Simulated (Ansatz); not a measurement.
All numbers below come from DFT PBE, scalar-relativistic, plane waves, PAW (Ansatz 0.2.0). Cutoff 420 eV, Γ-centred 10×10×10 mesh (5-atom cell), Gaussian smearing of 0.10 eV, no spin polarisation.

Energies over the elements count from the elements' standard structures at the same level (O₂ as a molecule), with no fitted energy shifts.

Question: Suggest a trial structure for a cubic metal made of O and Ta, with a formation energy near −0.54 eV/atom and a density near 15.51 g/cm³, in a cell of 5 atoms. Its symmetry should be Pm-3m (No. 221).

Answer: Ta4O, space group Pm-3m (No. 221). Ta on a site of symmetry m-3m has 12 Ta at 3.04 Å; Ta on a site of symmetry 4/mmm is surrounded by 2 O at 2.15 Å and 12 Ta at 3.04 Å; O has 6 Ta at 2.15 Å.

```cif
data_structure
_symmetry_space_group_name_H-M 'Pm-3m'
_symmetry_Int_Tables_number 221
_cell_length_a 4.2943
_cell_length_b 4.2943
_cell_length_c 4.2943
_cell_angle_alpha 90.000
_cell_angle_beta 90.000
_cell_angle_gamma 90.000
_cell_volume 79.19
loop_
_atom_site_label
_atom_site_type_symbol
_atom_site_symmetry_multiplicity
_atom_site_Wyckoff_symbol
_atom_site_fract_x
_atom_site_fract_y
_atom_site_fract_z
_atom_site_occupancy
Ta1 Ta 1 a 0.00000 0.00000 0.00000 1
Ta2 Ta 3 c 0.50000 0.50000 0.00000 1
O1 O 1 b 0.50000 0.50000 0.50000 1
```

- Volume per atom: 15.84 Å³
- Density: 15.51 g/cm³
- Formation energy: −0.54 eV/atom
- Gap on the 10×10×10 mesh of the 5-atom cell: 0 eV (a metal)

The structure comes from a generated guess, relaxed at this level; another structure or a mixture of phases may lie lower. Other answers may fit too; this one was computed.

These runs have no spin–orbit coupling, which can matter for Ta. A structure relaxed within its symmetry needn't be a true minimum.
